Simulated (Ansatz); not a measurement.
Consider the following.

SiCO₄:
```xyz
6
Lattice="-2.1894 2.1894 3.2748 2.1894 -2.1894 3.2748 2.1894 2.1894 -3.2748" Properties=species:S:1:pos:R:3 pbc="T T T"
Si     0.0000     0.0000     0.0000
C      0.0000     2.1894     1.6374
O      0.6353     1.2345     0.8620
O      1.5541     0.9549     4.1368
O     -0.9549     1.5541     2.4128
O      3.1443     0.6353    -0.8620
```

This is the PBEsol-relaxed structure.

Q: All from PBEsol in the plane-wave PAW code Ansatz, unless another level is named. Predict the bulk modulus (Birch–Murnaghan fit).

A: 63.9 GPa.

Q: Predict the highest zone-centre frequency (without LO–TO term).

A: 1084 cm⁻¹.

Space group I-4. The start of the workflow was typed in or built on a structure type; neither database checked (COD, Materials Project) lists it. Whether it is the stable phase at ambient conditions was not checked. Symmetry was held in the PBEsol relaxation; its stability against distortions is not shown here.

Potentials: the later of the program's two PAW sets.
